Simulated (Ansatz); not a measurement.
BaTiO$_{3}$ (tetragonal-perovskite type, space group P4mm)

```cif
data_BaO3Ti
_chemical_formula_sum 'Ti1 Ba1 O3'
_space_group_name_H-M_alt 'P 1'
_space_group_IT_number 1
_cell_length_a 3.95547
_cell_length_b 3.95547
_cell_length_c 4.04610
_cell_angle_alpha 90.000
_cell_angle_beta 90.000
_cell_angle_gamma 90.000
loop_
_space_group_symop_operation_xyz
  'x, y, z'
loop_
_atom_site_label
_atom_site_type_symbol
_atom_site_fract_x
_atom_site_fract_y
_atom_site_fract_z
_atom_site_occupancy
Ti1 Ti 0.50000 0.50000 0.44711 1
Ba1 Ba 0.00000 0.00000 0.93192 1
O1 O 0.50000 0.50000 0.90181 1
O2 O 0.50000 0.00000 0.41258 1
O3 O 0.00000 0.50000 0.41258 1
```

Equation-of-state scan: isotropic scaling of the cell above, V₀ being its volume. The atoms relax within the cell's symmetry.

These are PBEsol (plane waves to 420 eV, PAW, scalar-relativistic; Ansatz, a quantum-chemistry and plane-wave program) values and carry that method's errors. k mesh 8×8×8 (Γ-centred), Fermi-Dirac smearing 0.05 eV. The energy includes the smearing's −TS. The relaxing atoms change the space group within the scan (P4/mmm at V/V₀ = 0.840), so nothing is fitted. BaTiO3 is run without spin polarisation. BaTiO3 was relaxed with its symmetry unable to fall. The PAW data are Ansatz's earlier set. ΔE is measured from the relaxed starting cell.

**Question.** Predict the ΔE (kJ/mol of atoms) at V/V₀ = 0.840, 0.880, 0.960, 1.040, 1.080, 1.120.

**Answer.** 
| V/V₀ | ΔE (kJ/mol of atoms) |
|---|---|
| 0.840 | 21.38 |
| 0.880 | 10.82 |
| 0.960 | 0.99 |
| 1.040 | 0.84 |
| 1.080 | 3.08 |
| 1.120 | 6.41 |

(Under strain, the slope of the energy per volume gives the stress and its curvature an elastic modulus.)
